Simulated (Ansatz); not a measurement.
Relaxed HfO$_{2}$ (fluorite):

```
HfO2
1.0
    0.00000     2.54880     2.54880
    2.54880     0.00000     2.54880
    2.54880     2.54880     0.00000
Hf O
1 2
Direct
  0.00000   0.00000   0.00000
  0.25000   0.25000   0.25000
  0.75000   0.75000   0.75000
```

Calculation: PBE (plane waves to 420 eV, PAW, scalar-relativistic; Ansatz, a first-principles code). k mesh 9×9×9 (Γ-centred), Fermi-Dirac smearing 0.05 eV. HfO2 is run without spin polarisation. HfO2 was relaxed with its symmetry unable to fall. Spin-orbit coupling is left out, though Hf is heavy. This is a high-temperature form of HfO2.

One atom of the cell was then moved (with its periodic images), all else fixed, and the forces (eV/Å) came out as:

| atom | Fx | Fy | Fz |
|---|---|---|---|
| Hf1 | 0.391 | 0.000 | 0.000 |
| O2 | -1.772 | 0.000 | 0.000 |
| O3 | 1.381 | 0.000 | 0.000 |

Task: Which atom was moved, and by which vector (Å)?

Result: O2, by (0.17, 0.00, 0.00), 0.17 Å in all.

(For displaced atoms, the force is minus the slope of the energy, and its curvature is a force constant, which sets phonon frequencies.)
